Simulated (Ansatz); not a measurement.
# CsCl-type EuSb

Level of theory: DFT, PBE, scalar-relativistic, collinear spin; plane waves to 420 eV with PAW datasets (Ansatz 0.2.0), Γ-centred 10×10×5 mesh, 0.05 eV Gaussian smearing; PAW files: Ansatz's generated set soft_2.

```xyz
4
Lattice="3.9337 0.0000 0.0000 0.0000 3.9337 0.0000 0.0000 0.0000 7.8673" Properties=species:S:1:pos:R:3 pbc="T T T"
Eu    0.0000    0.0000    0.0000
Sb    1.9668    1.9668    1.9668
Eu    0.0000    0.0000    3.9337
Sb    1.9668    1.9668    5.9005
```

This is a trial structure: such lanthanide and actinide compounds mostly take the rock-salt structure.

Magnetic state: antiferromagnetic, site spin moments Eu 6.81, -6.81 μB.

The cell above was scaled in volume, and shape and atoms were relaxed at each volume within its symmetry. Energies are counted from the cell above.

Cell and atoms are those of this level's equilibrium.

```json
{"V (Å³/atom)": "28.76", "ΔE (meV/atom)": "12.9", "P (GPa)": "2.6", "largest moment (μB)": "6.79"}
{"V (Å³/atom)": "29.22", "ΔE (meV/atom)": "6.6", "P (GPa)": "1.8", "largest moment (μB)": "6.79"}
{"V (Å³/atom)": "29.83", "ΔE (meV/atom)": "1.6", "P (GPa)": "0.9", "largest moment (μB)": "6.80"}
{"V (Å³/atom)": "30.43", "ΔE (meV/atom)": "0.0", "P (GPa)": "0.0", "largest moment (μB)": "6.81"}
{"V (Å³/atom)": "31.04", "ΔE (meV/atom)": "1.5", "P (GPa)": "-0.8", "largest moment (μB)": "6.82"}
{"V (Å³/atom)": "31.65", "ΔE (meV/atom)": "?", "P (GPa)": "?", "largest moment (μB)": "?"}
{"V (Å³/atom)": "32.56", "ΔE (meV/atom)": "17.0", "P (GPa)": "-2.4", "largest moment (μB)": "6.83"}
{"V (Å³/atom)": "33.48", "ΔE (meV/atom)": "33.0", "P (GPa)": "-3.2", "largest moment (μB)": "6.84"}
```

(1) Fill in the withheld row.

(2) What do the points give for the equilibrium volume, the bulk modulus and its pressure derivative (third-order Birch–Murnaghan)?

Answers:

(1) ΔE (meV/atom): 5.9, P (GPa): -1.5, largest moment (μB): 6.82.

(2) V0 = 30.43 Å³/atom, B0 = 41 GPa, B0′ = 4.3.

B0·V0 = 41.0 GPa × 30.43 Å³ = 7.78 eV/atom sets the scale: near the minimum ΔE ≈ ½ B0 V0 x², with x = V/V0 − 1, and a pressure of 0.4 GPa squeezes the volume by about 1 %. At the ends of the curve: x = −5.5 % predicts 11.7 meV/atom and the run gives 12.9; x = +10.0 % predicts 39.1 meV/atom and the run gives 33.0. Compression costs more and expansion less than the parabola says, since the crystal stiffens as it shrinks; B0′ measures that.

Without a U the 4f levels of Eu lie too near the Fermi level, so their share of the states there, and what hangs on it, is overstated. Spin–orbit coupling, which matters for such heavy elements, is left out. The run wasn't fully tested for a lower electronic state. Site moments are of spin, integrated over atomic spheres. For an f⁶ shell, the formal count of Eu here, Hund's rules give L = S = 3 and J = 0, a non-magnetic ion. Spin-polarised DFT, with or without U, favours a large spin moment instead, a known failure, so moments and magnetic energies here aren't predictions. The run is a metal.
